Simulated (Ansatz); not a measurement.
Single point in Ansatz 0.2.0 with r2SCAN, no spin polarisation. Cutoff 500 eV, PAW datasets, 9×9×9 Γ-centred k mesh, fermi-dirac filling (width 0.1 eV).

Computed maps in the lattice plane spanned by a (left to right, 4.23 Å, 13 points from zero) and b (bottom to top, 4.23 Å, 13 points from zero), 90° apart, at height 0.500 along c. The fields are smooth PAW ones with compensation charges, not the true ones near nuclei.

Valence density. Digits on a logarithmic scale: 0 up to 0.03 e/Å³, each further digit a factor of 1.6, 9 from 1.3 e/Å³ up:
```
6799986555555
6999997655555
7999998655555
7999998655555
6899997555555
5678876556665
5566655678876
6555555799998
7555556899999
7555556899999
6555556799999
6555555689997
5667765567766
```

ELF. Ten even steps from '0' (0.21) to '9' (0.69):
```
1048610232233
0499971144443
1890494144342
0694793144442
0179940244443
2014300221112
2211122003410
0344442049971
0244441397496
1243441494098
0344441179994
1332232016840
2101002200101
```

The cell is Si2Ru2Br. Which atoms lie within 0.2 Å of this plane, and where (fractions of a and b)?

Ru at (0.75, 0.25), Ru at (0.25, 0.75). The whole cell:
```
CELL_PARAMETERS angstrom
0.00000 4.23377 0.00000
4.23377 0.00000 0.00000
2.11688 2.11688 -4.95406
ATOMIC_POSITIONS crystal
Ru 0.75000 0.25000 0.50000
Ru 0.25000 0.75000 0.50000
Si 0.36840 0.36840 0.26320
Si 0.63160 0.63160 0.73680
Br 0.00000 0.00000 0.00000
```

Origin: a known structure type with other elements, at an estimated volume, so it need not be a known compound. Caveats: many states at the Fermi level without spin polarisation, so a magnetic state may lie lower.
